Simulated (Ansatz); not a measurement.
Starting cell, Pt (fcc, Cu type):

```xyz
2
Lattice="0.0000 3.9403 3.9403 1.9701 1.9701 3.9403 1.9701 1.9701 0.0000" Properties=species:S:1:pos:R:3 pbc="T T T"
Pt     0.0000     0.0000     0.0000
Pt     1.9701     3.9403     1.9701
```

The atoms are displaced by Q × the pattern below (from a DFPT mode at X = (0.5, 0.5, 0.0), largest move 1; Q in Å), at fixed cell. It is one choice among 2 degenerate patterns. (q is in reciprocal vectors of the primitive cell; the cell shown is doubled to hold the pattern.)

```json
[
 {"atom": "Pt1", "x": "0.000", "y": "1.000", "z": "0.000"},
 {"atom": "Pt2", "x": "0.000", "y": "-1.000", "z": "0.000"}
]
```

Method: r2SCAN (plane waves to 500 eV, PAW, scalar-relativistic; Ansatz, an electronic-structure program). k mesh 20×20×20 (Γ-centred), Fermi-Dirac smearing 0.05 eV. The energy includes the smearing's −TS. With partly filled bands, energies and forces of such displacements shift with the k mesh and the smearing. Pt is run without spin polarisation. Pt was relaxed with its symmetry unable to fall. Spin-orbit coupling is left out, though Pt is heavy. ΔE is measured from the undisplaced structure. The last digit holds for this mesh only.

```tsv
Q (Å)	ΔE (meV/cell)
-0.180	364.6
-0.150	254.6
-0.120	withheld
-0.090	91.9
-0.060	40.8
-0.030	10.2
0.000	0.0
0.030	10.2
0.060	40.8
0.090	91.9
0.120	withheld
0.150	254.6
0.180	364.6
```

Q: Fit an even polynomial form (powers 2, 4, 6) to the given rows and predict ΔE at Q = 0.120.

A: Least squares on the 11 given rows: ΔE = (11330)·Q² + (3470)·Q⁴ + (-178400)·Q⁶, in meV/cell with Q in Å; root-mean-square residual 0.04 meV/cell. At 0.120 the fit gives 163.3 meV/cell; the calculation gives 163.3 meV/cell, the same to the digits shown. The quadratic term alone would give 163.2 meV/cell.

(A displaced cell: forces are minus the slopes of the energy, force constants its curvatures, and phonons follow from these.)
